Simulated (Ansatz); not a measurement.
A 5-atom cell of SrTiO3 built on the cubic perovskite structure (relaxed group Pm-3m) was relaxed with 3 functionals in the PAW code Ansatz, cell and atoms free, the symmetry of the start kept (meshes: PBE 6×6×6, r2SCAN 6×6×6, PBEsol 6×6×6). The values are computed, spin-unpolarised.

The PBEsol result:
```
Sr Ti O
1.0
     3.89115    0.00000    0.00000
     0.00000    3.89115    0.00000
     0.00000    0.00000    3.89115
Sr Ti O
1 1 3
Direct
  0.00000 0.00000 0.00000
  0.50000 0.50000 0.50000
  0.50000 0.00000 0.50000
  0.50000 0.50000 0.00000
  0.00000 0.50000 0.50000
```

Space group Pm-3m (No. 221), cubic; conventional cell a = 3.891 Å, 11.78 Å³ an atom. Sr is surrounded by 12 O at 2.75 Å; Ti is surrounded by 6 O at 1.95 Å; O is surrounded by 2 Ti at 1.95 Å and 4 Sr at 2.75 Å.

Task: Order the functionals by the relaxed volume, smallest first.
A. r2SCAN
B. PBEsol
C. PBE

Result: B (11.78 Å³/atom), A (11.93 Å³/atom), C (12.20 Å³/atom).

Task: What lattice does PBE give?

Result: a = 3.936 Å; the volume differs by +3.5 % from PBEsol's. Sr has 12 O at 2.78 Å; Ti has 6 O at 1.97 Å; O has 2 Ti at 1.97 Å and 4 Sr at 2.78 Å.

Task: How does the cell change with r2SCAN?

Result: a = 3.907 Å; the volume differs by +1.2 % from PBEsol's. Sr is surrounded by 12 O at 2.76 Å; Ti is surrounded by 6 O at 1.95 Å; O is surrounded by 2 Ti at 1.95 Å and 4 Sr at 2.76 Å.

Task: Held at the r2SCAN cell, what mean stress does PBE find, and does its sign point to its own minimum?

Result: Yes. PBE +4.06 GPa, and its relaxed volume is +2.3 % from r2SCAN's. Compression counts positive, so a positive stress asks for a larger cell.

Task: How do the relaxed cells compare with measured ones?

Result:
Calculation and measurement side by side:
- Lattice constant a, measured 3.9052 Å: PBE 3.936 (+0.8 %), r2SCAN 3.907 (0.0 %), PBEsol 3.891 (-0.4 %). Source: 3.9052 ± 0.0001 Å (cubic a, x=0, y=0; 300 K; powder XRD, Rietveld; ceramic; “Glass-like thermal conductivity in SrTiO3 thermoelectrics induced by A-site vacancies”, 2014, arxiv:1411.0410).
The calculated lattice is static; the measured one holds thermal expansion and zero-point motion. Reports marked as nanostructured, strained, doped, implanted or mixed samples, and transport gaps, were set aside.
